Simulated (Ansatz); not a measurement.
Geometry optimisation in Ansatz: input, command and trajectory.

```yaml
crystal:
  lattice:
    - [2.8294501, -4.9007513, 0.0]
    - [2.82945008, 4.9007513, 0.0]
    - [0.0, 0.0, 9.0542403]
  atoms:
    - { symbol: Ti, position: [0.3349463045, 0.1698163788, 0.1231609637] }
    - { symbol: Ti, position: [0.8314818825, 0.6647706492, 0.1267909142] }
    - { symbol: V, position: [0.3303866989, 0.6675894101, 0.1243960471] }
    - { symbol: Pt, position: [0.3392456024, 0.1627607132, 0.626518895] }
    - { symbol: Pt, position: [0.8322368411, 0.1684844123, 0.1272313558] }
    - { symbol: Pt, position: [0.834776278, 0.1654716429, 0.6253573317] }
    - { symbol: Pt, position: [0.3359294934, 0.6651768456, 0.6243424298] }
    - { symbol: Pt, position: [0.8355868161, 0.6668190837, 0.6244000109] }
    - { symbol: Pt, position: [0.6653316068, 0.3367422843, 0.3750000546] }
    - { symbol: Pt, position: [0.6667390004, 0.3391745191, 0.8723313791] }
    - { symbol: Pt, position: [0.1677890475, 0.3368348668, 0.3770871043] }
    - { symbol: Pt, position: [0.1693551615, 0.3337930053, 0.8765839986] }
    - { symbol: Pt, position: [0.6670510756, 0.8359754315, 0.3721492076] }
    - { symbol: Pt, position: [0.6654843292, 0.8279038934, 0.8756358045] }
    - { symbol: Pt, position: [0.1725330715, 0.8367703469, 0.3753076936] }
    - { symbol: Pt, position: [0.1606788759, 0.8302082219, 0.8711627392] }
  symmetry: { detect: false }
basis:
  ecutwfc: 420
kpoints:
  mp_grid: { grid: [3, 3, 2], shift: [0.0, 0.0, 0.5] }
hamiltonian:
  xc: pbe
scf:
  occupations: { method: gaussian, width: 0.1 }
  lower_state_search: "off"
output:
  forces: true
  stress: true
  eigenvalues: true
relax:
  adjacent_minimum: "off"
  f_tol: 0.04
  max_steps: 50
  cell: { stress_tol: 0.3 }
```

```bash
ansatz run input.yaml --threads 4 --pin off --max-ram 9216MiB --backend cpu --events-out ev --progress --plain --runs-dir out
```

Level of theory: Ansatz, DFT PBE, scalar-relativistic, plane waves, PAW.

Of 5 frames 4 are shown, positions in Å and forces in eV/Å; the SCF threshold varies from step to step. Steps run on the plane waves of an earlier cell, with a Pulay correction in the pressure. The basis is chosen afresh for the last frame, the zero of the energies, and at times for earlier ones too; energy and pressure step there, also at an unchanged geometry.

```xyz
16
Lattice="2.8295 -4.9008 0.0000 2.8295 4.9008 0.0000 0.0000 0.0000 9.0542" Properties=species:S:1:pos:R:3:forces:R:3 pbc="T T T" step=1 free_energy_over_end_meV_per_atom=70.52 pressure_GPa=-2.69
Ti    1.4282   -0.8093    1.1151    0.2232    0.2771    0.0204
Ti    4.2336   -0.8170    1.1480   -0.2163    0.3491   -0.0720
V     2.8237    1.6525    1.1263    0.0478   -0.6820   -0.0365
Pt    1.4204   -0.8649    5.6727    0.0353    0.4417   -0.2516
Pt    2.8315   -3.2529    1.1520    0.0321    0.0081   -0.2496
Pt    2.8302   -3.2801    5.6621    0.0511   -0.1788    0.0168
Pt    2.8326    1.6136    5.6529   -0.0264   -0.2455    0.0821
Pt    4.2510   -0.8271    5.6535   -0.0599    0.1181   -0.2793
Pt    2.8353   -1.6103    3.3953    0.0876   -0.0292   -1.4815
Pt    2.8462   -1.6053    7.8983   -0.2558   -0.4590    1.8799
Pt    1.4278    0.8285    3.4142    0.0872   -0.0152   -1.7970
Pt    1.4236    0.8059    7.9368   -0.0129    0.2367    1.5042
Pt    4.2527    0.8279    3.3695   -0.1675   -0.0927   -1.3796
Pt    4.2255    0.7960    7.9282    0.0573    0.5201    1.6707
Pt    2.8558    3.2553    3.3981   -0.1773    0.1025   -1.5866
Pt    2.8037    3.2812    7.8877    0.2945   -0.3510    1.9596
16
Lattice="2.7999 -4.8107 -0.0006 2.8016 4.8117 -0.0026 -0.0052 -0.0019 9.0649" Properties=species:S:1:pos:R:3:forces:R:3 pbc="T T T" step=2 free_energy_over_end_meV_per_atom=6.40 pressure_GPa=3.89
Ti    1.4266   -0.7765    1.1234    0.0972    0.0392    0.0990
Ti    4.1781   -0.7762    1.1343   -0.0859    0.0543   -0.0629
V     2.8006    1.5652    1.1255    0.0115   -0.1849    0.0949
Pt    1.4038   -0.8157    5.6642   -0.0367   -0.1442    0.0297
Pt    2.8051   -3.1902    1.1241   -0.0088   -0.0929    0.2934
Pt    2.8027   -3.2361    5.6651   -0.0362    0.0788   -0.0152
Pt    2.7978    1.5669    5.6611    0.0486    0.1732    0.0282
Pt    4.2000   -0.8115    5.6557    0.0248   -0.1610    0.1104
Pt    2.8086   -1.5859    3.2496   -0.0702    0.1109    0.4333
Pt    2.7915   -1.6119    8.0838    0.1029    0.6023   -0.6632
Pt    1.4167    0.8147    3.2342    0.1794   -0.0864    0.3598
Pt    1.4042    0.8107    8.0946    0.3131   -0.2294   -0.4726
Pt    4.1929    0.8076    3.2326   -0.1556    0.0366    0.3461
Pt    4.1863    0.8219    8.0989   -0.3211   -0.3994   -0.5227
Pt    2.8079    3.2079    3.2369    0.0352    0.0012    0.1087
Pt    2.7979    3.1961    8.0865   -0.0982    0.2016   -0.1672
16
Lattice="2.8218 -4.8469 0.0004 2.8218 4.8469 -0.0025 -0.0033 -0.0027 9.1381" Properties=species:S:1:pos:R:3:forces:R:3 pbc="T T T" step=3 free_energy_over_end_meV_per_atom=1.02 pressure_GPa=-2.11
Ti    1.4496   -0.7805    1.1368   -0.0776    0.0059    0.0261
Ti    4.1987   -0.7796    1.1445    0.0833    0.0063   -0.0440
V     2.8229    1.5602    1.1396    0.0032   -0.0133   -0.0027
Pt    1.4127   -0.8311    5.7085   -0.0241    0.0104    0.0123
Pt    2.8257   -3.2186    1.1422   -0.0001   -0.0160   -0.0226
Pt    2.8227   -3.2593    5.7116    0.0100   -0.0193   -0.0145
Pt    2.8232    1.5861    5.7102   -0.0061    0.0098   -0.0147
Pt    4.2346   -0.8275    5.7031    0.0185   -0.0284    0.0401
Pt    2.8269   -1.5963    3.3072   -0.0039   -0.0073   -0.0307
Pt    2.8206   -1.6020    8.1093   -0.0200   -0.0030    0.0504
Pt    1.4329    0.8181    3.2925    0.0398   -0.0078   -0.1066
Pt    1.4265    0.8109    8.1302    0.0297    0.0137    0.0597
Pt    4.2201    0.8161    3.2860   -0.0469    0.0075   -0.0473
Pt    4.2103    0.8130    8.1294   -0.0205    0.0206    0.0819
Pt    2.8291    3.2317    3.2668   -0.0163    0.0224   -0.0391
Pt    2.8157    3.2310    8.1470    0.0310   -0.0014    0.0517
16
Lattice="2.8151 -4.8333 0.0002 2.8151 4.8333 -0.0023 -0.0034 -0.0023 9.1032" Properties=species:S:1:pos:R:3:forces:R:3 pbc="T T T" step=5 free_energy_over_end_meV_per_atom=0.00 pressure_GPa=-0.04
Ti    1.4419   -0.7787    1.1341   -0.0053    0.0005    0.0158
Ti    4.1935   -0.7775    1.1373    0.0082   -0.0024   -0.0213
V     2.8169    1.5542    1.1352    0.0013    0.0108   -0.0020
Pt    1.4081   -0.8283    5.6878   -0.0124   -0.0051    0.0001
Pt    2.8187   -3.2095    1.1364   -0.0031   -0.0075   -0.0051
Pt    2.8161   -3.2521    5.6880    0.0028   -0.0068   -0.0022
Pt    2.8163    1.5815    5.6869   -0.0019    0.0033   -0.0033
Pt    4.2249   -0.8275    5.6860    0.0103   -0.0138    0.0051
Pt    2.8196   -1.5923    3.2948   -0.0058   -0.0132   -0.0028
Pt    2.8131   -1.5960    8.0791   -0.0006   -0.0064    0.0120
Pt    1.4309    0.8153    3.2756    0.0104   -0.0018   -0.0313
Pt    1.4251    0.8112    8.0999    0.0082    0.0092    0.0176
Pt    4.2072    0.8141    3.2729   -0.0124    0.0130   -0.0123
Pt    4.2000    0.8130    8.0995   -0.0022    0.0016    0.0250
Pt    2.8203    3.2247    3.2541   -0.0054    0.0129    0.0006
Pt    2.8116    3.2234    8.1178    0.0080    0.0056    0.0040
```

The run took 97 s on 4 threads of Intel(R) Xeon(R) Processor @ 2.50GHz (Skylake/Cascade Lake) (shared host), peak memory 1.2 GiB.

The k mesh is coarse. Spin–orbit coupling is left out, which can shift energies with elements as heavy as these. Spin polarisation was left out, and a magnetic state may lie lower.